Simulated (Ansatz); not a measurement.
Relaxed-ion elastic tensor of TiC in space group P6_3/mmc (No. 194; Ti on 2c, C on 2d) in GPa (Voigt order), plane-wave PAW r²SCAN (Ansatz code); density 4.12 g/cm³, 12.06 Å³ per atom.

|  | 1 | 2 | 3 | 4 | 5 | 6 |
|---|---|---|---|---|---|---|
| 1 | 271 | 208 | 96.5 | 0.0 | 0.0 | 0.0 |
| 2 | 208 | 271 | 96.5 | 0.0 | 0.0 | 0.0 |
| 3 | 96.5 | 96.5 | 524 | 0.0 | 0.0 | 0.0 |
| 4 | 0.0 | 0.0 | 0.0 | 156 | 0.0 | 0.0 |
| 5 | 0.0 | 0.0 | 0.0 | 0.0 | 156 | 0.0 |
| 6 | 0.0 | 0.0 | 0.0 | 0.0 | 0.0 | 31.3 |

Problem. Is the crystal mechanically stable?

Solution. Yes: the smallest eigenvalue of C is 31.3 GPa.

Problem. Work out the Voigt, Reuss and Hill averages.

Solution. K_V = 208, K_R = 204, K_H = 206; G_V = 113, G_R = 61.0, G_H = 86.9 GPa.

Problem. Give Young's modulus, Poisson's ratio, Pugh's ratio and the universal anisotropy index.

Solution. E = 9KG/(3K + G) = 228 GPa; ν = 0.31; K/G = 2.37 (ductile by the Pugh limit of 1.75); A_U = 5G_V/G_R + K_V/K_R − 6 = 4.27.

Problem. Estimate the sound speeds and the Debye temperature.

Solution. v_l = √((K + 4G/3)/ρ) = 8830 m/s, v_t = √(G/ρ) = 4590 m/s, mean 5140 m/s; Θ = (h/k)(3n/4πV)^(1/3) v_m = 667 K.

Problem. How much does each axis shrink under pressure?

Solution. Linear compressibilities β_i = Σ_j S_ij (j = 1 to 3): x 1.8, y 1.8, z 1.2 per TPa.

The start of the workflow was typed in or built on a structure type; neither database checked (COD, Materials Project) lists it. It is not the phase usual at ambient conditions (space group No. 225). The cell was relaxed with r²SCAN under the symmetry of its start; whether a distortion lowers the energy is not shown. The run is not spin-polarised. The volume moved by -16 % from the start of the relaxation. As this level gives no gap, shear constants depend on the k-mesh and smearing (Fermi–Dirac, 0.1 eV here).

Potentials: the later of the program's two PAW sets.
